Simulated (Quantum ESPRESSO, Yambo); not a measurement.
SrO: DFT and GW levels

```cif
data_O4Sr4
_chemical_formula_sum 'O4 Sr4'
_space_group_name_H-M_alt 'Fm-3m'
_space_group_IT_number 225
_space_group_name_Hall '-F 4 2 3'
_cell_length_a 5.11890
_cell_length_b 5.11890
_cell_length_c 5.11890
_cell_angle_alpha 90.000
_cell_angle_beta 90.000
_cell_angle_gamma 90.000
loop_
_atom_site_label
_atom_site_type_symbol
_atom_site_symmetry_multiplicity
_atom_site_Wyckoff_symbol
_atom_site_fract_x
_atom_site_fract_y
_atom_site_fract_z
_atom_site_occupancy
O1 O 4 a 0.00000 0.00000 0.00000 1
Sr1 Sr 4 b 0.50000 0.50000 0.50000 1
```
(The calculation used a cell of 2 atoms; values per cell refer to that cell.)

Cell and atoms were relaxed with PBEsol from Materials Project entry mp-2472, within its symmetry.

Starting point: PBEsol (Quantum ESPRESSO, PseudoDojo norm-conserving, 84 Ry, with spin-orbit coupling). G0W0 in Yambo: 4×4×4 Γ-centred k mesh, 130 bands and a 8 Ry block in the screening, 130 bands in G with the Bruneval-Gonze terminator, plasmon pole fitted at 27.2 eV.

| Quantity | Value |
|---|---|
| PBEsol gap along the band path | 3.18 eV |
| PBEsol gap between the mesh's edge points (Γ → X) | 3.18 eV |
| G0W0 gap between the same points | 5.01 eV |
| PBEsol smallest direct gap on the mesh (at X) | 3.23 eV |
| G0W0 direct gap at that point | 5.09 eV |

| k point | band | E PBEsol (eV) | E QP (eV) | shift (eV) | Z |
|---|---|---|---|---|---|
| Γ | VB | 0.00 | -0.98 | -0.98 | 0.79 |
| Γ | CB | 3.94 | 4.58 | 0.65 | 0.85 |
| L | VB | -1.16 | -2.23 | -1.06 | 0.77 |
| L | CB | 6.56 | 7.82 | 1.26 | 0.83 |
| X | VB−2 | -0.12 | -1.14 | -1.02 | 0.79 |
| X | VB−1 | -0.05 | -1.06 | -1.01 | 0.79 |
| X | VB | -0.05 | -1.06 | -1.01 | 0.79 |
| X | CB | 3.18 | 4.03 | 0.85 | 0.86 |
| X | CB+1 | 3.18 | 4.03 | 0.85 | 0.86 |
| W | VB | -0.38 | -1.48 | -1.09 | 0.80 |
| W | CB | 5.98 | 7.06 | 1.08 | 0.84 |

Energies count from the PBEsol valence-band maximum.

Nearest settings tried, and what they do to the gap: 80 bands in G: +15 meV; 80 bands in W, 80 bands in G: +44 meV. Not varied: block, mesh. So the settings aren't converged at that level.
